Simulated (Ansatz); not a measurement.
A relaxed 1×1 slab of 5 planes, cut along (100) from a fcc crystal of one element, has a cell area of 7.05 Å² and a bulk spacing of 1.877 Å between its first planes. All-electron LAPW in Ansatz 0.2.0 (LDA, scalar-relativistic, no spin polarisation) gives γ = 3.06 J/m², Φ = 5.50 eV and a change of the outer spacing of -4.7 %. The fcc structure needn't be the element's own.

Task: Which element is it?

Result: Rh. Other candidates weren't computed, and some may come near.
